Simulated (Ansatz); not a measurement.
Here is the system:

CsCaF3:
```xyz
5
Lattice="4.5173 0.0000 0.0000 0.0000 4.5173 0.0000 0.0000 0.0000 4.5173" Properties=species:S:1:pos:R:3 pbc="T T T"
Cs     0.0000     0.0000     0.0000
Ca     2.2586     2.2586     2.2586
F      0.0000     2.2586     2.2586
F      2.2586     0.0000     2.2586
F      2.2586     2.2586     0.0000
```

This is the r²SCAN-relaxed structure.

All from DFT-r²SCAN in the program Ansatz with PAW potentials, unless another level is named. Give the HSE06 gap on the r²SCAN cell.

9.24 eV.

Next, the band gap?

8.05 eV (smallest direct gap 8.07 eV).

Next, the electron effective mass?

0.45 mₑ (isotropic).

What about the hole effective mass with spin–orbit coupling, band 2 of 2 at the edge?

1.2 along [100], 1.1 along [110], 1.1 along [111] (mₑ).

Space group Pm-3m (cubic perovskite). The workflow started from a Materials Project entry (that database holds measured and hypothetical structures alike); the Crystallography Open Database copy checked does not list it. Its standing as an ambient phase is unchecked. Symmetry was held in the r²SCAN relaxation; its stability against distortions is not shown here. Scalar-relativistic: spin–orbit coupling is off unless named, which matters more the heavier the elements.

Potentials: the later of the program's two PAW sets.
